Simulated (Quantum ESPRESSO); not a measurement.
Kohn-Sham bands of SnS$_{2}$ (CdI2 type)

```
CELL_PARAMETERS angstrom
      3.67431     0.00000     0.00000
     -1.83716     3.18205     0.00000
      0.00000     0.00000     6.22883
ATOMIC_POSITIONS crystal
  Sn 0.00000 0.00000 0.00000
  S  0.33333 0.66667 0.23465
  S  0.66667 0.33333 0.76535
```

Materials Project entry mp-1170; symmetrised, unrelaxed at this level. COD (Crystallography Open Database) has an entry of this formula and space group (matched by these alone). Method: LDA plane waves in Quantum ESPRESSO 7.5 (PseudoDojo norm-conserving files, 58 Ry, no spin polarisation, no spin-orbit coupling), Bloch states on a 12×12×6 mesh through Γ, Wannier90 4.0.1. Density: 12×12×6 mesh, cold smearing 0.01 Ry. The cell is built of weakly bound layers, chains or molecules, whose nearest atoms lie 3.93 Å apart. Database cells relaxed without dispersion often hold them too far apart, which can enlarge gaps and weakens couplings between them; spacing and stacking were not compared with the measured crystal. Spin-orbit coupling is left out although heavy elements are present.

Energies are relative to the valence-band maximum; weights are on the orthonormalised atomic waves of the pseudopotential files, averaged over the group. 26 electrons a cell are treated as valence.

```json
[
 {"bands": "1–5", "from (eV)": "-20.81", "to (eV)": "-20.63", "filling": "filled", "weight on atomic waves": "…"},
 {"bands": "6–7", "from (eV)": "-13.55", "to (eV)": "-10.87", "filling": "filled", "weight on atomic waves": "…"},
 {"bands": "8–13", "from (eV)": "-7.15", "to (eV)": "0.00", "filling": "filled", "weight on atomic waves": "…"},
 {"bands": "14", "from (eV)": "1.38", "to (eV)": "2.93", "filling": "empty", "weight on atomic waves": "…"}
]
```

Problem. Which atomic shells make up each group?

Solution. 
- 1–5, weight on atomic waves: Sn 4d 99 %
- 6–7, weight on atomic waves: S 3s 74 %, Sn 5p 16 %, Sn 5s 7 %
- 8–13, weight on atomic waves: S 3p 74 %, Sn 5p 12 %, Sn 5s 8 %
- 14, weight on atomic waves: S 3p 55 %, Sn 5s 36 %

The Kohn-Sham gap over both meshes and the path is 1.38 eV.
